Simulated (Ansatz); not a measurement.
All-electron card of MgAu

```xyz
2
Lattice="3.2590 0.0000 0.0000 0.0000 3.2590 0.0000 0.0000 0.0000 3.2590" Properties=species:S:1:pos:R:3 pbc="T T T"
Mg    1.6295    1.6295    1.6295
Au    0.0000    0.0000    0.0000
```

Atom numbers follow the list: Mg1, Au2.

The conventional cell has a = 3.259 Å, b = 3.259 Å, c = 3.259 Å, α = 90.00°, β = 90.00°, γ = 90.00°. Mg (atom 1) is surrounded by 8 Au at 2.82 Å. Au (atom 2) has 8 Mg at 2.82 Å as nearest neighbours.

The cell comes from COD entry 9008804, which wasn't checked; take it as a given geometry.

No spin–orbit coupling, which matters for the heavy atoms here.

All numbers are computed: DFT, LDA, all-electron LAPW, scalar-relativistic (Ansatz 0.2.0); DFT, LDA, PAW with Ansatz's default frozen-core files, scalar-relativistic (Ansatz 0.2.0).

For LAPW: a Γ-centred 13×13×13 k mesh, Fermi–Dirac smearing of 0.05 eV, basis error target 0.25 meV/atom, no spin polarisation. PAW takes a cutoff of 420 eV at this cell (files made with PBE, cores remade for this functional). The Ansatz runs share mesh, smearing and spin set-up. Values come from LAPW unless marked.

```yaml
Löwdin_charges_with_0.59_e_of_the_cell_spilling_out_of_the_atomic_basis_so_their_sizes_and_signs_hang_on_that_basis: Mg1 0.90, Au2 -0.32 e
Density_of_states_at_the_Fermi_level_0.2_eV_bin: 0.57 states/eV per cell
Pressure_at_this_cell: -3.49 GPa
Volume_per_atom: 17.31 Å³
```

Bader charges (from the PAW run): what does the calculation give?

Mg1 +1.54, Au2 -1.54 e.

Predict this quantity. Band gap.

none: with an odd electron count and no spin polarisation the bands can't all be full, a metal in this set-up (spin order or a larger cell could open a gap).
